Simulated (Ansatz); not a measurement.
Consider the following.

Relaxed Re (hcp, Mg type):

```
CELL_PARAMETERS angstrom
      2.77518     0.00000     0.00000
     -1.38759     2.40338     0.00000
      0.00000     0.00000     4.48302
ATOMIC_POSITIONS crystal
  Re 0.33333 0.66667 0.75000
  Re 0.66667 0.33333 0.25000
```

Scan: atom 2 (Re, nearest neighbour Re at 2.755 Å; its periodic images, 2.8 Å or more away, move with it) is displaced along Cartesian x, direction (1.000, 0.000, 0.000) in Cartesian axes, by s. The other atoms stay.

The numbers are results of PBE (plane waves to 420 eV, PAW, scalar-relativistic; Ansatz, an electronic-structure program), not measurements. k mesh 15×15×9 (Γ-centred), Fermi-Dirac smearing 0.05 eV. The energy includes the smearing's −TS. With partly filled bands, energies and forces of such displacements shift with the k mesh and the smearing. Re is run without spin polarisation. Re was relaxed with its symmetry unable to fall. Spin-orbit coupling is left out, though Re is heavy. The PAW data are Ansatz's earlier set. ΔE is measured from the undisplaced structure.

The scan covers s from -0.550 to 0.550 Å in 11 points.

### Question
Is the energy the same for equal positive and negative displacements?

### Answer
Even: the same for both signs. With its periodic images moving along, the atom's site symmetry in this cell is -6m2.

### Question
What force acts on the atom along the line at s = -0.550 Å?

### Answer
1.73 eV/Å.

### Question
What is the energy change at s = 0.550 Å?

### Answer
572 meV/cell.

### Question
What is the force constant k = d²E/ds² of this move at s = 0?

### Answer
4.73 eV/Å².

### Question
With two atoms in the cell this is the zone-centre optical mode. What wavenumber follows?

### Answer
118 cm⁻¹.

(A displaced cell: forces are minus the slopes of the energy, force constants its curvatures, and phonons follow from these.)
